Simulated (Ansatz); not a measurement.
## Response properties of MgTl (Pm-3m)

The conventional cell has a = 3.623 Å, b = 3.623 Å, c = 3.623 Å, α = 90.00°, β = 90.00°, γ = 90.00°. Mg (atom 1) has 8 Tl at 3.14 Å as nearest neighbours. Tl (atom 2) is surrounded by 8 Mg at 3.14 Å.

Ansatz runs use the cell relaxed by PAW under their functional.

(1) What do its conduction electrons give? (PBEsol, all-electron LAPW in Ansatz 0.2.0, scalar-relativistic; a = 3.623 Å; k mesh 12×12×12, fine mesh 16×16×16, Fermi-Dirac smearing of 0.050 eV, basis error target 1 meV/atom)

(2) How stiff is it? (PBEsol, all-electron LAPW in Ansatz 0.2.0, scalar-relativistic; a = 3.619 Å; k mesh 14×14×14, strains of ±0.003, Fermi-Dirac smearing of 0.100 eV, basis error target 1 meV/atom)

(3) How does it vibrate? (PBEsol, all-electron LAPW in Ansatz 0.2.0, scalar-relativistic; a = 3.621 Å; k mesh 10×10×10, Fermi-Dirac smearing of 0.080 eV, basis error target 1 meV/atom; q mesh 2×2×2)

## Answers

(1) Fermi-surface sums: N(E_F) = 0.38 states/eV/atom, ħω_p (r.m.s. of x, y, z) = 8.6 eV, Fermi speed = 1.24×10⁶ m/s.

(2) Elastic moduli (Hill averages, relaxed ions; θ_D from sound speeds over directions): B = 39.6 GPa, G = 6.6 GPa, C11 = 45.4 GPa, C44 = 8.8 GPa, ν = 0.421, θ_D = 106 K.

(3) Harmonic phonons by finite displacements (negative means unstable): highest mode = 179 cm⁻¹, lowest at X = 44.4 cm⁻¹, lowest at M = 32.6 cm⁻¹, lowest at R = 54.2 cm⁻¹, highest at Γ = 149 cm⁻¹.

Limits of these numbers: no spin-orbit coupling on heavy atoms; these sums move with the mesh, by several per cent and more for small sheets (Fermi surface); responses of metals move with mesh and smearing (moduli, phonons); the softest shear constant rests on one k mesh, and a soft shear can herald a distortion on cooling (moduli).
